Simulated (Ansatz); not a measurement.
PtSe2 (CdI2 type)

```
PtSe2
1.0
    3.73915     0.00000     0.00000
   -1.86957     3.23820     0.00000
    0.00000     0.00000     4.62953
Pt Se
1 2
Direct
  0.00000   0.00000   0.00000
  0.66667   0.33333   0.27217
  0.33333   0.66667   0.72783
```

The slice is a (0001) plane (indices of the conventional cell) through the point (0.000, 0.000, 0.000) (fractional), spanned by u = [110] and v = [1 -1 0] in vectors of this cell: u (3.74 Å) and v (6.48 Å, at 90° to u). It covers one period; positions are fractions (u, v).

All values below come from PBEsol-D3(BJ) (plane waves to 420 eV, PAW, scalar-relativistic; Ansatz, a program for electronic structure). k mesh 14×14×10. Inside the PAW spheres the values are not all-electron values, and peaks at nuclei hang on which shells count as valence. PtSe2 is run without spin polarisation. PtSe2 was relaxed with its symmetry unable to fall. Spin-orbit coupling is left out, though Pt is heavy.

**Question.** Predict the map of the electrostatic potential energy of an electron, from the cell's mean on the slice.

**Answer.** 
```
|xxxxx058999850xxxx|
|xxxxx168999861xxxx|
|xxxx04788888740xxx|
|xxx0267777777620xx|
|000368877677886300|
|446789887678898764|
|778999987778999987|
|888999988888999988|
|778999987778999987|
|678898764446789887|
|677886300000368877|
|7777620xxxxx026777|
|888740xxxxxxx04788|
|99861xxxxxxxxx1689|
|99850xxxxxxxxx0589|
|99850xxxxxxxxx0589|
|99850xxxxxxxxx0589|
|99861xxxxxxxxx1689|
|888740xxxxxxx04788|
|7777620xxxxx026777|
|677886300000368877|
|678898764446789887|
|778999987778999987|
|888999988888999988|
|778999987778999987|
|446789887678898764|
|000368877677886300|
|xxx0267777777620xx|
|xxxx04788888740xxx|
|xxxxx168999861xxxx|
|xxxxx058999850xxxx|
|xxxxx058999850xxxx|
```
Scale: ten equal steps from -1.00 (start of '0') to 7.46 (end of '9'), in the order '0123456789'. Values: electrostatic potential energy of an electron, from the cell's mean, in eV. The map has 18 points along u (one character each, u = 0 at the left) and 32 along v (v = 0 in the bottom row). Points within 1 Å of a nucleus are blanked (x), as the pseudised field means little there. Values under -1 eV are set to -1. The zero, the cell's mean, hangs on the PAW cores.
